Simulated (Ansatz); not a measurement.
Input and output for LuPb$_{2}$: DFT, LDA, all-electron LAPW, scalar-relativistic (Ansatz 0.2.0). This run: volume at 0.4 of the series' base cell.

The base volume is that of a database entry, so it needn't be at zero pressure; the structure needn't be the stable phase, at rest or compressed.

Command: `ansatz run input.yaml --threads 1 --pin off --max-ram 3072MiB --backend cpu --events-out ev --progress --plain --runs-dir out` It took 6.3 min on 1 thread of Arm Neoverse V2, with other jobs on the host, peak memory 2.3 GiB.

```yaml
crystal:
  lattice:
    - [-1.3653389137, 1.3653389137, 4.8334493262]
    - [1.3653389137, -1.3653389137, 4.8334493262]
    - [1.3653389137, 1.3653389137, -4.8334493262]
  atoms:
    - { symbol: Lu, position: [0.0, 0.0, 0.0] }
    - { symbol: Pb, position: [0.333, 0.333, 0.0] }
    - { symbol: Pb, position: [0.667, 0.667, 0.0] }
kpoints:
  mp_grid: { grid: [14, 14, 14] }
  band_path:
    path:
      - [0.0, 0.0, 0.0]
      - [0.0, 0.0, 0.5]
      - [0.25, 0.25, 0.25]
      - [0.0, 0.5, 0.0]
      - [0.0, 0.0, 0.0]
      - [0.5, 0.5, -0.5]
      - [0.2699483328, 0.7300516672, -0.2699483328]
      - [-0.2699483328, 0.2699483328, 0.2699483328]
      - [0.0, 0.0, 0.0]
    npoints: 6
scf:
  occupations: { method: fermi_dirac, width: 0.05 }
hamiltonian:
  xc: lda
  pseudopotentials: { kind: all_electron, lapw: { basis_error: 0.001 } }
output:
  forces: true
  stress: true
  eigenvalues: true
  populations: true
```

Output:

```
Lu: projections on atomic orbitals take those of the free atom 1s2 2s2 2p6 3s2 3p6 3d10 4s2 4p6 4d10 4f14 5s2 5p6 5d1 6s2, of charge +0.00 (hamiltonian.pseudopotentials.projection_atoms)
Pb: projections on atomic orbitals take those of the free atom 1s2 2s2 2p6 3s2 3p6 3d10 4s2 4p6 4d10 4f14 5s2 5p6 5d10 6s2 6p2, of charge +0.00 (hamiltonian.pseudopotentials.projection_atoms)
LAPW: plane waves up to 9.741 Å⁻¹, error target 1.0e-3 eV per atom; small_component_spin mean_spin; Lu in spheres of 1.286 Å, 41 of its electrons in bands, Dirac shells []; Pb in spheres of 1.231 Å, 46 of its electrons in bands, Dirac shells [] (how accurate: hamiltonian.pseudopotentials.lapw.basis_error, Limitations)
Engine: ansatz 0.2.0
Pseudopotentials: kind: all_electron
Pseudopotential: Lu, LAPW, valence charge 41, lapw/all_electron/scalar/gaussian/Lu, Koelling and Harmon's equation, gaussian nucleus
Pseudopotential: Pb, LAPW, valence charge 46, lapw/all_electron/scalar/gaussian/Pb, Koelling and Harmon's equation, gaussian nucleus
Functional definition: SPW92
  exchange = slater_x
  correlation = pw_c
Crystal: 3 atoms, lattice volume = 36.041 Å³
Basis set: ecut = 361.4968546146162 eV, 551 PW (Γ), FFT grids on a1+a3, a2+a3, a3, exchange–correlation at level 2
Bands: 80, of which v1, the nominal top of the filled ones, is band 67 counted from 1 (66 counted from 0)
Symmetry: 16 space group operations
Space group: I4/mmm (ITA 139), of the structure as read, at distance tolerance 3.3e-5 Å
k-points: 244 of 2744
Non-local potential: Lu, projectors of the file, none
Non-local potential: Pb, projectors of the file, none
Initial density: superposition of atomic densities (chi_scale 0.1, normalization cell, long waves kept (reshape's long-wave potential 0.00 eV rms))
Initial wavefunctions: plane waves of lowest kinetic energy (no species holds an atomic orbital)
Functional: x = slater, c = lda
iter 1 solved again at ethr=6.21e-3 eV; its pass at ethr=1.00e-1 eV (dr2=8.25e0 eV) is discarded
SCF iter   1: F=—  HF=-1531513.291509 eV  |F-HF|=—  |Δ(HF+E_count)|=         —  Δρ=7.22e-2  dr2=8.25e0  ethr=6.21e-3  ⟨swp⟩=2.0  Hψ=118345  notcnv=0
preconditioner: auto → Kerker (q_TF=auto, 3.392 Å⁻¹)  [metal: Δε(μ)=0.023 eV  Ē_g=23.460 eV  σ=0.050 eV  W_gap=0.12  n_scr=24 (ndim 8)  ℏωp=44.2 eV  f_vac=0.000  D(μ)=1.25/eV (n_scr^D=10)]
SCF iter   2: F=—  HF=-1531511.962906 eV  |F-HF|=—  |Δ(HF+E_count)|=    1.33e0  Δρ=5.23e-2  dr2=4.64e0  ethr=6.21e-3  ⟨swp⟩=2.0  Hψ=51751  notcnv=0
SCF iter   3: F=—  HF=-1531511.330749 eV  |F-HF|=—  |Δ(HF+E_count)|=   6.32e-1  Δρ=3.08e-2  dr2=1.53e0  ethr=3.49e-3  ⟨swp⟩=2.0  Hψ=52956  notcnv=0
SCF iter   4: F=—  HF=-1531510.784572 eV  |F-HF|=—  |Δ(HF+E_count)|=   5.46e-1  Δρ=2.48e-2  dr2=1.09e0  ethr=1.15e-3  ⟨swp⟩=2.0  Hψ=58320  notcnv=0
iter 5 solved again at ethr=6.18e-6 eV; its pass at ethr=8.18e-4 eV (dr2=8.21e-3 eV) is discarded
SCF iter   5: F=—  HF=-1531510.577522 eV  |F-HF|=—  |Δ(HF+E_count)|=   2.07e-1  Δρ=4.82e-3  dr2=8.21e-3  ethr=6.18e-6  ⟨swp⟩=2.0  Hψ=96980  notcnv=0
SCF iter   6: F=—  HF=-1531510.546907 eV  |F-HF|=—  |Δ(HF+E_count)|=         —  Δρ=2.17e-3  dr2=1.10e-3  ethr=6.17e-6  ⟨swp⟩=3.0  Hψ=57699  notcnv=0
the basis was enlarged: its passes take 283.8 KiB over the memory plan, 1 of 1 planned eigensolver slots
SCF iter   7: F=—  HF=-1531510.545915 eV  |F-HF|=—  |Δ(HF+E_count)|=   9.92e-4  Δρ=1.06e-3  dr2=5.49e-4  ethr=8.27e-7  ⟨swp⟩=2.0  Hψ=56299  notcnv=0
SCF iter   8: F=—  HF=-1531510.545796 eV  |F-HF|=—  |Δ(HF+E_count)|=   1.19e-4  Δρ=4.51e-4  dr2=5.71e-5  ethr=4.13e-7  ⟨swp⟩=2.0  Hψ=56298  notcnv=0
SCF iter   9: F=—  HF=-1531510.545768 eV  |F-HF|=—  |Δ(HF+E_count)|=   2.79e-5  Δρ=9.54e-5  dr2=3.33e-6  ethr=4.30e-8  ⟨swp⟩=2.0  Hψ=56298  notcnv=0
SCF iter  10: F=—  HF=-1531510.545768 eV  |F-HF|=—  |Δ(HF+E_count)|=   7.94e-7  Δρ=3.38e-5  dr2=5.58e-7  ethr=2.51e-9  ⟨swp⟩=2.0  Hψ=56298  notcnv=0
SCF iter  11: F=-1531510.545767 eV  HF=-1531510.545767 eV  |F-HF|=2.82e-8  |Δ(HF+E_count)|=   1.19e-7  Δρ=1.10e-5  dr2=5.40e-8  ethr=4.20e-10  ⟨swp⟩=2.0  Hψ=56298  notcnv=0
SCF 1 converged in 11 iterations: F = -1531510.545767 eV  dr2 = 5.40e-8
NSCF: frozen V_eff on 49 k-points
SCF converged after 11 iterations
Free energy (F): -1531510.545767 eV
Harris-Foulkes:  -1531510.545767 eV  (|F-HF|=2.82e-8)
Internal energy: -1531510.534951 eV  (E = F + TS)
E sigma→0 (E₀):  -1531510.540359 eV
Entropy (-TS):   -0.010816 eV (-3.605 meV/atom)
Fermi energy:    42.826581 eV
--- Per-component energies (eV) ---
  E_band       = -12338.653561
  E_kinetic    = 1748182.439682
  E_xc         = -28555.357810
  E_electrostatic = -3251137.616824  (all electrons and nuclei)
  E_smearing   = -0.010816  (= −TS)
  E_closure    = 0.000000  (closes the sum)
  E_atoms      = -1531515.700991  (free atoms, spherical and without spin; not in F)
  Σ components = -1531510.545767   (vs F -1531510.545767, Δ=0.00e0)
  Basis errors (estimates in eV, not in F): energy 2.6e-4 per atom: plane waves 2.2e-4 (1.1e-4 summed), levels above the bands 3.0e-154, relativity 1.6e-8, radial functions 4.2e-5, core shells 1.4e-6; eigenvalues (radial functions only) 1.0e-5; not estimated: angular momenta, meshes, grids; target (lapw.basis_error) 1.0e-3; muffin-tin radii Lu 1.286 Å, Pb 1.231 Å
--- Forces (eV/Å), atoms counted from 1 ---
  atom   1  Lu    -0.00000000     0.00000000    -0.00000000
  atom   2  Pb     0.00000000     0.00000000     4.98327954
  atom   3  Pb     0.00000000     0.00000000    -4.98327954
  max |Σ_I F_I| component: 1.78e-15 eV/Å
--- Stress (GPa, compression-positive) ---
      308.345687       0.000000       0.000000
        0.000000     308.345687       0.000000
        0.000000       0.000000     274.771033
  P = ⅓ Tr σ = 297.1541 GPa (2971.541 kbar)
--- Band table (eV; the first three rows and the last of 244) ---
  k-point 0: bands = ["-356.1809", "-356.1809", "-356.1766", "-356.1766", "-356.1766", "-356.1766", "-356.1742", "-356.1742", "-356.1641", "-356.1641", "-309.5098", "-309.4687", "-309.4687", "-143.9281", "-143.9281", "-143.9223", "-143.9054", "-143.8649", "-99.3142", "-99.2950", "-88.1364", "-88.1356", "-88.1312", "-88.1310", "-88.1310", "-88.1309", "-88.1309", "-88.1309", "-88.1242", "-88.1242", "-88.1241", "-88.1241", "-88.1200", "-88.1200", "-41.2312", "-41.1631", "-41.1631", "-41.0746", "-41.0629", "-41.0629", "-13.4706", "14.3242", "16.3209", "16.3209", "20.4979", "21.2873", "21.8150", "22.0277", "22.0453", "22.0453", "22.8289", "23.3477", "24.0288", "24.1866", "24.1866", "34.1101", "34.5848", "37.5260", "37.6466", "37.6466", "37.7341", "37.7371", "37.8480", "37.8480", "40.1824", "42.3885", "42.3885", "43.5280", "50.3271", "51.2917", "51.3399", "52.6448", "52.6448", "53.4090", "53.4090", "54.4103", "56.8137", "56.8434", "56.8434", "59.5781"]
  k-point 1: bands = ["-356.1809", "-356.1809", "-356.1766", "-356.1766", "-356.1766", "-356.1766", "-356.1742", "-356.1742", "-356.1641", "-356.1641", "-309.5098", "-309.4687", "-309.4687", "-143.9281", "-143.9281", "-143.9223", "-143.9054", "-143.8649", "-99.3135", "-99.2952", "-88.1364", "-88.1356", "-88.1312", "-88.1310", "-88.1310", "-88.1309", "-88.1309", "-88.1309", "-88.1242", "-88.1242", "-88.1241", "-88.1241", "-88.1200", "-88.1200", "-41.2306", "-41.1675", "-41.1675", "-41.0710", "-41.0685", "-41.0654", "-13.4504", "14.3653", "16.1532", "16.1911", "20.5987", "21.3748", "22.0094", "22.0219", "22.1097", "22.1278", "22.7438", "23.4016", "23.9740", "24.0882", "24.2006", "33.9385", "35.0977", "37.5336", "37.6512", "37.6512", "37.7092", "37.7371", "37.8123", "37.8228", "40.5274", "41.9729", "42.5593", "43.6417", "49.1791", "50.5716", "50.6086", "52.2503", "52.4476", "53.2218", "54.3646", "54.8040", "56.3614", "57.1291", "58.0525", "60.2381"]
  k-point 2: bands = ["-356.1809", "-356.1809", "-356.1766", "-356.1766", "-356.1766", "-356.1766", "-356.1742", "-356.1742", "-356.1641", "-356.1641", "-309.5098", "-309.4687", "-309.4687", "-143.9281", "-143.9281", "-143.9223", "-143.9054", "-143.8649", "-99.3115", "-99.2958", "-88.1363", "-88.1357", "-88.1312", "-88.1310", "-88.1310", "-88.1309", "-88.1309", "-88.1309", "-88.1243", "-88.1242", "-88.1241", "-88.1241", "-88.1200", "-88.1200", "-41.2295", "-41.1797", "-41.1761", "-41.0837", "-41.0725", "-41.0645", "-13.3938", "14.4806", "15.7566", "15.8477", "20.8609", "21.6074", "21.9485", "22.2026", "22.2622", "22.4020", "22.4727", "23.2008", "23.9196", "24.2389", "24.6417", "33.6323", "36.3187", "37.5456", "37.6598", "37.6713", "37.6888", "37.7435", "37.7521", "37.7577", "40.8369", "41.4582", "42.6254", "43.9573", "46.7286", "49.0541", "49.5873", "51.1238", "52.3459", "54.2024", "55.5715", "55.8553", "56.4643", "57.9438", "58.7441", "59.0306"]
  k-point 243: bands = ["-356.1809", "-356.1809", "-356.1766", "-356.1766", "-356.1766", "-356.1766", "-356.1742", "-356.1742", "-356.1641", "-356.1641", "-309.5098", "-309.4687", "-309.4687", "-143.9281", "-143.9281", "-143.9223", "-143.9054", "-143.8649", "-99.3141", "-99.2950", "-88.1364", "-88.1356", "-88.1312", "-88.1310", "-88.1310", "-88.1309", "-88.1309", "-88.1309", "-88.1242", "-88.1242", "-88.1241", "-88.1241", "-88.1200", "-88.1200", "-41.2270", "-41.1634", "-41.1634", "-41.0789", "-41.0626", "-41.0626", "-13.4689", "14.1375", "16.3092", "16.3092", "20.4565", "20.7629", "22.0854", "22.2886", "22.2886", "22.8385", "22.8434", "23.8731", "23.8731", "24.0171", "24.4242", "29.0251", "37.3806", "37.5408", "37.6487", "37.6487", "37.7299", "37.7919", "37.7919", "40.0266", "40.9299", "42.5334", "45.4974", "45.4974", "45.6246", "45.6246", "50.4642", "50.4702", "51.6180", "54.1160", "55.9698", "55.9832", "57.7677", "57.7677", "59.4777", "59.4777"]
--- Löwdin populations: 3 sites ---
  site symbol       q [e]
     0     Lu     72.0114
     1     Pb     81.4282
     2     Pb     81.4282
  spilling = 0.000563 (of n_electrons = 235.000000)
```

populations.tsv:

```
# site	symbol	l	j	q
# orbitals = lowdin
# n_electrons = 235.000000
# spilling = 0.000563
# projection_atom_Lu: 1s2 2s2 2p6 3s2 3p6 3d10 4s2 4p6 4d10 4f14 5s2 5p6 5d1 6s2
# projection_atom_Pb: 1s2 2s2 2p6 3s2 3p6 3d10 4s2 4p6 4d10 4f14 5s2 5p6 5d10 6s2 6p2
0	Lu	0_1S	-	1.999998
0	Lu	0_2S	-	1.999927
0	Lu	0_3S	-	1.999096
0	Lu	0_4S	-	1.990634
0	Lu	0_5S	-	1.860976
0	Lu	0_6S	-	0.368843
0	Lu	1_2P	-	6.000000
0	Lu	1_3P	-	5.999985
0	Lu	1_4P	-	5.999375
0	Lu	1_5P	-	5.894280
0	Lu	2_3D	-	9.999996
0	Lu	2_4D	-	9.999703
0	Lu	2_5D	-	3.974645
0	Lu	3_4F	-	13.923922
1	Pb	0_1S	-	1.999998
1	Pb	0_2S	-	1.999949
1	Pb	0_3S	-	1.999390
1	Pb	0_4S	-	1.994268
1	Pb	0_5S	-	1.940430
1	Pb	0_6S	-	1.215344
1	Pb	1_2P	-	6.000000
1	Pb	1_3P	-	5.999986
1	Pb	1_4P	-	5.999307
1	Pb	1_5P	-	5.956418
1	Pb	1_6P	-	2.420174
1	Pb	2_3D	-	9.999998
1	Pb	2_4D	-	9.999962
1	Pb	2_5D	-	9.902975
1	Pb	3_4F	-	13.999964
2	Pb	0_1S	-	1.999998
2	Pb	0_2S	-	1.999949
2	Pb	0_3S	-	1.999390
2	Pb	0_4S	-	1.994268
2	Pb	0_5S	-	1.940430
2	Pb	0_6S	-	1.215344
2	Pb	1_2P	-	6.000000
2	Pb	1_3P	-	5.999986
2	Pb	1_4P	-	5.999307
2	Pb	1_5P	-	5.956418
2	Pb	1_6P	-	2.420174
2	Pb	2_3D	-	9.999998
2	Pb	2_4D	-	9.999962
2	Pb	2_5D	-	9.902975
2	Pb	3_4F	-	13.999964
```

Spin–orbit coupling is left out, which matters for the heavy atoms.
